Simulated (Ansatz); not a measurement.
AlNi₃ (Cu3Au type, Pm-3m) at seven volumes, plane-wave PAW r²SCAN (Ansatz code), scaled uniformly. One row is withheld.

```csv
V (Å³/atom),P (GPa)
9.976,23.63
10.305,14.38
10.633,?
10.962,-0.02
11.291,-5.60
11.620,-10.30
11.949,-14.28
```

**Question.** Fit the shown pressures and predict the withheld one.

**Answer.** P = (3/2)B₀(x^(7/2) − x^(5/2))[1 + (3/4)(B′ − 4)(x − 1)] with x = (V₀/V)^(2/3). Least squares on the six rows gives V₀ = 10.961 Å³/atom, B₀ = 202 GPa, B′ = 4.62. At V = 10.633, x = 1.0205 and P = 6.58 GPa. The run itself gave 6.57 GPa.

Symmetry was held in the r²SCAN relaxation. The final state is ferromagnetic, the only order run, not a proven ground state. Other orbital occupations within this spin state were not tried.

Potentials: the later of the program's two PAW sets.
